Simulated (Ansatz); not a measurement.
Nb2O5 in space group C2/m (No. 12; Pearson symbol mS112), DFT-r²SCAN in the program Ansatz with PAW potentials. The conduction-band minimum lies at Γ, with 1 equivalent valley. Second derivatives d²E/dk² of the lowest band at one valley (eV·Å²), along Cartesian directions:

| direction | d²E/dk² |
|---|---|
| [100] | 7.553 |
| [010] | 19.29 |
| [001] | 6.464 |
| [110] | 13.42 |
| [101] | 5.743 |
| [011] | 12.88 |

Find the principal effective masses, the density-of-states mass and the conductivity mass.

Off-diagonal terms follow from H_xy = H[110] − (H_xx + H_yy)/2, and m*/mₑ = 7.620 eV·Å² over each eigenvalue: 0.40, 0.91, 1.4. One valley's DOS mass (m₁m₂m₃)^(1/3) = 0.79, conductivity mass 3/(Σ 1/mᵢ) = 0.69 mₑ.

What effective density of states Nc follows at 300 K for parabolic valleys?

Nc = 2.509e19 × 1 × (0.79)^(3/2) ≈ 1.8e19 cm⁻³.

The first step of the workflow began from a Materials Project structure, measured or hypothetical; the Crystallography Open Database copy checked does not list it. COD files the formula under space group No. 3, 15, 139. Whether it is the stable phase at ambient conditions was not checked. The cell was relaxed with r²SCAN under the symmetry of its start; its stability against distortions is not shown here. The run is not spin-polarised. Scalar-relativistic: spin–orbit coupling is off unless named, which matters more the heavier the elements.

Potentials: the earlier of the program's two PAW sets.

Edges and masses are those of Kohn–Sham bands, whose gap is no quasiparticle gap.
